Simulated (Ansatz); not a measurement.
RbMgF$_{3}$ (cubic perovskite, Pm-3m) under volume change, DFT-r²SCAN in the program Ansatz with PAW potentials, scaled uniformly.

```json
[
 {"V (Å³/atom)": "12.180", "E − E(relaxed) (meV/atom)": "30.8", "P (GPa)": "8.95"},
 {"V (Å³/atom)": "12.582", "E − E(relaxed) (meV/atom)": "12.9", "P (GPa)": "5.45"},
 {"V (Å³/atom)": "12.983", "E − E(relaxed) (meV/atom)": "3.0", "P (GPa)": "2.49"},
 {"V (Å³/atom)": "13.385", "E − E(relaxed) (meV/atom)": "0.0", "P (GPa)": "0.00"},
 {"V (Å³/atom)": "13.787", "E − E(relaxed) (meV/atom)": "2.7", "P (GPa)": "-2.11"},
 {"V (Å³/atom)": "14.188", "E − E(relaxed) (meV/atom)": "10.3", "P (GPa)": "-3.90"},
 {"V (Å³/atom)": "14.590", "E − E(relaxed) (meV/atom)": "22.0", "P (GPa)": "-5.41"}
]
```

What does a third-order Birch–Murnaghan fit give for V₀, B₀ and B′?

V₀ = 13.38 Å³/atom, B₀ = 76.4 GPa, B′ = 4.6.

The workflow started from a Materials Project entry (that database holds measured and hypothetical structures alike); the Crystallography Open Database copy checked does not list it. Whether it is the stable phase at ambient conditions was not checked. The cell was relaxed with r²SCAN under the symmetry of its start; whether a distortion lowers the energy is not shown.

Potentials: the later of the program's two PAW sets.
